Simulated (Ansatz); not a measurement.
# WS2: S-33 NMR of the central transition

Cell: a structure deposited in the COD, ions relaxed with PBE at fixed cell.

Space group P6_3/mmc (No. 194); a = 3.1800, c = 12.5000 Å, γ = 120.00°.

| site | Wyckoff | site symmetry | x | y | z |
| --- | --- | --- | --- | --- | --- |
| W | 2c | -6m2 | 0.3333 | 0.6667 | 0.2500 |
| S | 4f | 3m. | 0.3333 | 0.6667 | 0.6245 |

One atom of each set is listed.

The numbers come from a DFT calculation in Ansatz (PBE, plane waves and PAW, scalar-relativistic, collinear spin, 420 eV cutoff, Γ-centred 11×11×3 k-points, Fermi–Dirac smearing 0.02 eV). Start moments as typed (μB): 2 on each W, none on the rest.

S-33 has I = 3/2 and Q = -69.40 mb (Pyykkö 2018); at 23.5 T its Larmor frequency is ν₀ = 76.9 MHz. Only the quadrupole interaction is simulated: positions count from each site's isotropic chemical shift, and J coupling is left out, as are shift anisotropy and dipolar coupling, which fast spinning averages.

Q: Simulate the second-order pattern (fast magic-angle spinning, Gaussian broadening 1 kHz) of site S (3 W at 2.41 Å; also 7 S at 3.14–3.18 Å).

A: The calculation gives C_Q = 7.68 MHz and η = 0.00, so ν_Q = 3.84 MHz and the centre of gravity lies at -249 ppm (-19.2 kHz).

| offset (kHz) | height |
| --- | --- |
| -49.96 | 0 |
| -48.79 | 0 |
| -47.61 | 3 |
| -46.44 | 4 |
| -45.27 | 4 |
| -44.09 | 4 |
| -42.92 | 5 |
| -41.75 | 5 |
| -40.57 | 5 |
| -39.40 | 5 |
| -38.22 | 5 |
| -37.05 | 5 |
| -35.88 | 5 |
| -34.70 | 5 |
| -33.53 | 6 |
| -32.36 | 6 |
| -31.18 | 8 |
| -30.01 | 68 |
| -28.84 | 69 |
| -27.66 | 47 |
| -26.49 | 40 |
| -25.32 | 36 |
| -24.14 | 34 |
| -22.97 | 32 |
| -21.80 | 32 |
| -20.62 | 31 |
| -19.45 | 31 |
| -18.28 | 31 |
| -17.10 | 32 |
| -15.93 | 33 |
| -14.76 | 34 |
| -13.58 | 36 |
| -12.41 | 38 |
| -11.23 | 42 |
| -10.06 | 49 |
| -8.89 | 60 |
| -7.71 | 100 |
| -6.54 | 66 |
| -5.37 | 1 |
| -4.19 | 0 |

An axis of threefold or higher order runs through S, so V_zz lies along it and η is zero.

Without spin–orbit coupling the gradients at and beside W can be off by some per cent, at some sites by more. The start moments die out, and the run ends without spin.

The relaxation (3 steps) took 15 s of wall time (48 s of CPU time) and 0.64 GiB at its peak, on 4 threads of AMD EPYC 7R43 64-Core Processor (Zen 3) (x86_64; 48 cores open to the job, memory cap 10.0 GiB, no GPU), a shared host with a load of 1.1 a core.
